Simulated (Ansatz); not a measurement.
## E(q) of NiPt (R-3m)

```
Ni Pt
1.0
     1.35360    0.78150    4.22965
    -1.35360    0.78150    4.22965
     0.00000   -1.56300    4.22965
Ni Pt
1 1
Direct
  0.00000 0.00000 0.00000
  0.50000 0.50000 0.50000
```

The source of the geometry is a structure from the Materials Project; atoms and cell stay fixed.

Common settings: PBEsol, 12×12×12 k mesh, Fermi–Dirac smearing of 0.05 eV. PAW means Ansatz 0.2.0 on its default frozen-core files; LAPW is all-electron LAPW in Ansatz 0.2.0. Site moments are integrated in spheres about the atoms, whose radii differ between the methods. Start moments of the first PAW run (μB): Ni1 -0.8, Pt2 -0.2.

Flat spirals without spin–orbit coupling: moments start in the xy plane and turn about z by q·R from cell to cell, and their directions inside a cell are free. q runs from Γ to T = (0.500, 0.500, 0.500) in reciprocal cell vectors. Energies count from each method's run at q = 0. Each q is a vector of the k mesh, and the mesh is shifted by q/2 where needed, so that both spin components are sampled on the same points as at q = 0. In Ansatz a GGA is taken by the program's default for non-collinear spins.

**Question.** Where along the line is the energy lowest?

**Answer.** q = 0 is the lowest point of the line, so the state at q = 0 is stable against these spirals.
```
fraction of Γ–T  |q| (1/Å)  ΔF PAW (meV/cell)  ΔF LAPW (meV/cell)  largest moment, PAW (μB)
          0.000      0.000                0.0                 0.0                      0.78
          0.167      0.124               +3.4                   –                      0.77
          0.333      0.248              +12.9                   –                      0.73
          0.500      0.371              +25.4               +25.6                      0.68
          0.667      0.495              +36.4                   –                      0.61
          0.833      0.619              +43.3               +43.7                      0.55
          1.000      0.743              +45.6                   –                      0.52
```

**Question.** A further pair of PAW runs: spiral at 0.167 of the way from Γ to T, locally collinear functional, against the same at q = 0. What is the energy difference?

**Answer.** +3.5 meV/cell, with a largest moment of 0.77 μB.

The PAW files were made with PBE; the program remakes their cores once for the run's functional and then keeps them frozen. The Ansatz runs typed with the search for lower states off end where their start leads. Spin–orbit coupling is left out although heavy atoms are present. These are results for the start and cell typed. The real compound can order otherwise, in a larger cell, or not at all, since semilocal functionals without spin fluctuations often overstate magnetism; near a collapse of the moment, mesh and smearing move it by tens of per cent.
